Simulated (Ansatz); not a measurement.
Ta₂N:
```cif
data_NTa2
_chemical_formula_sum 'N1 Ta2'
_space_group_name_H-M_alt 'P 1'
_space_group_IT_number 1
_cell_length_a 3.05946
_cell_length_b 3.05946
_cell_length_c 4.79354
_cell_angle_alpha 90.000
_cell_angle_beta 90.000
_cell_angle_gamma 120.000
loop_
_space_group_symop_operation_xyz
  'x, y, z'
loop_
_atom_site_label
_atom_site_type_symbol
_atom_site_fract_x
_atom_site_fract_y
_atom_site_fract_z
_atom_site_occupancy
N1 N 0.00000 0.00000 0.00000 1
Ta1 Ta 0.33333 0.66667 0.25355 1
Ta2 Ta 0.66667 0.33333 0.74645 1
```

Relaxed with LDA.

**Question.** Which orbitals make up the states near the Fermi level in DFT-LDA in the program Ansatz with PAW potentials?

**Answer.** Within 0.5 eV of the Fermi level: Ta 5d 89 %, N 2p 8 %. Projections are on Löwdin-orthogonalised atomic valence shells; empty p or d shells of many metals are not among them.

**Question.** Tabulate the density of states.

**Answer.** States/eV per cell of 3 atoms, in 0.25 eV bins, energy from the Fermi level.

| E (eV) | total | Ta 5d | N 2p | Ta 6s |
|---|---|---|---|---|
| -7.85 | 1.12 | 0.32 | 0.61 | 0.14 |
| -7.60 | 0.63 | 0.20 | 0.34 | 0.06 |
| -7.35 | 1.80 | 0.53 | 1.05 | 0.15 |
| -7.10 | 2.23 | 0.65 | 1.36 | 0.14 |
| -6.85 | 3.50 | 1.08 | 2.23 | 0.09 |
| -6.60 | 4.79 | 1.50 | 3.13 | 0.04 |
| -6.35 | 3.10 | 0.99 | 2.06 | 0.00 |
| -6.10 | 0.00 | 0.00 | 0.00 | 0.00 |
| -5.85 | 0.00 | 0.00 | 0.00 | 0.00 |
| -5.60 | 0.00 | 0.00 | 0.00 | 0.00 |
| -5.35 | 0.00 | 0.00 | 0.00 | 0.00 |
| -5.10 | 0.00 | 0.00 | 0.00 | 0.00 |
| -4.85 | 0.00 | 0.00 | 0.00 | 0.00 |
| -4.60 | 0.24 | 0.21 | 0.00 | 0.01 |
| -4.35 | 0.48 | 0.41 | 0.01 | 0.03 |
| -4.10 | 0.75 | 0.61 | 0.02 | 0.07 |
| -3.85 | 1.43 | 1.00 | 0.07 | 0.26 |
| -3.60 | 1.96 | 1.38 | 0.11 | 0.35 |
| -3.35 | 1.69 | 1.23 | 0.10 | 0.29 |
| -3.10 | 1.73 | 1.36 | 0.08 | 0.22 |
| -2.85 | 2.76 | 2.19 | 0.14 | 0.31 |
| -2.60 | 2.65 | 2.08 | 0.16 | 0.26 |
| -2.35 | 2.10 | 1.63 | 0.17 | 0.16 |
| -2.10 | 1.82 | 1.45 | 0.14 | 0.13 |
| -1.85 | 2.91 | 2.33 | 0.19 | 0.19 |
| -1.60 | 2.10 | 1.60 | 0.16 | 0.19 |
| -1.35 | 0.81 | 0.64 | 0.07 | 0.07 |
| -1.10 | 0.49 | 0.45 | 0.02 | 0.01 |
| -0.85 | 0.74 | 0.67 | 0.04 | 0.01 |
| -0.60 | 1.10 | 1.01 | 0.06 | 0.01 |
| -0.35 | 1.24 | 1.12 | 0.08 | 0.01 |
| -0.10 | 1.05 | 0.93 | 0.09 | 0.01 |
| 0.15 | 1.11 | 0.99 | 0.09 | 0.00 |
| 0.40 | 1.39 | 1.22 | 0.13 | 0.01 |
| 0.65 | 1.58 | 1.37 | 0.15 | 0.01 |
| 0.90 | 2.02 | 1.72 | 0.20 | 0.03 |
| 1.15 | 2.10 | 1.76 | 0.23 | 0.05 |
| 1.40 | 1.92 | 1.63 | 0.20 | 0.02 |
| 1.65 | 2.40 | 2.02 | 0.27 | 0.04 |
| 1.90 | 2.89 | 2.39 | 0.35 | 0.05 |
| 2.15 | 2.57 | 2.14 | 0.28 | 0.05 |
| 2.40 | 2.21 | 1.87 | 0.23 | 0.04 |
| 2.65 | 1.95 | 1.66 | 0.17 | 0.05 |
| 2.90 | 1.93 | 1.65 | 0.15 | 0.05 |
| 3.15 | 2.01 | 1.70 | 0.15 | 0.06 |
| 3.40 | 2.93 | 2.45 | 0.23 | 0.10 |
| 3.65 | 2.90 | 2.38 | 0.23 | 0.12 |
| 3.90 | 2.32 | 1.86 | 0.17 | 0.11 |

Space group P-3m1 (anti-CdI2 type). Symmetry was held in the LDA relaxation. No spin polarisation was allowed. The volume moved by 15 % from the start of the relaxation. With an odd number of electrons in the cell and no spin polarisation, the count alone makes it a metal. Spin–orbit coupling is left out wherever it is not named.

Potentials: the later of the program's two PAW sets.
